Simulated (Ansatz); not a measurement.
MgNi3Te4: rattling a relaxed structure

It was reached by relaxing an invented guess, and it needn't be the stable form of this composition.

Method: Ansatz, DFT PBE, scalar-relativistic, plane waves, PAW. Settings: cutoff 420 eV, Γ-centred mesh 12×12×4 on the computed 8-atom cell, Gaussian smearing of 0.10 eV; no spin polarisation.

The cell below (8 atoms, space group P-3m1 (No. 164)) is relaxed within its symmetry.

```xyz
8
Lattice="4.1015 0.0000 0.0000 -2.0508 3.5520 0.0000 0.0000 0.0000 11.2348" Properties=species:S:1:pos:R:3 pbc="T T T"
Mg    0.0000    0.0000    0.0000
Ni    0.0000    0.0000    5.6174
Ni    0.0000    0.0000    2.9417
Ni    0.0000    0.0000    8.2930
Te    0.0000    2.3680    1.7562
Te    0.0000    2.3680    6.8680
Te    2.0508    1.1840    4.3668
Te    2.0508    1.1840    9.4786
```

For the test it was strained at random (σ = 1.5 % a component), the atoms were moved at random (σ = 0.10 Å), and all was relaxed again on a coarse 6×6×2 mesh (in the run’s order of axes) with 0.20 eV smearing, with no symmetry imposed.

These runs have no spin–orbit coupling, which can matter for Te. Trial moments died out on the coarse mesh, so the last step has no spin; another magnetic start might hold.

**Question.** Does it come back?

**Answer.** It returns, within 1 meV/atom of the unmoved cell on that mesh and with the same symmetry when read at 0.1 Å. No instability shows in this cell; modes of other wave vectors, which need another repeat, aren't tested.
